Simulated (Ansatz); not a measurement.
Na (bcc (W type)), relaxed and computed with several functionals in Ansatz (plane waves, PAW).

| functional | a (Å) | B₀ by P(V) fit (GPa) | K_Hill (GPa) | G_Hill (GPa) | Θ_D (K) |
|---|---|---|---|---|---|
| PBE | 4.197 | 7.8 | 7.8 | 2.7 | 163 |
| LDA | 4.053 | 9.1 | 9.1 | 3.1 | 171 |
| PBEsol | 4.171 | 7.9 | 7.9 | 2.8 | 165 |

All cells were relaxed under the symmetry of their starts (and spin orders); stability against distortions was not tested throughout.

Potentials: the earlier of the program's two PAW sets. The files were generated under PBE; for other functionals the program regenerates the frozen cores, and for LDA and PBEsol the local potential too.

Ansatz (a quantum-chemistry and plane-wave program) is a plane-wave DFT program.
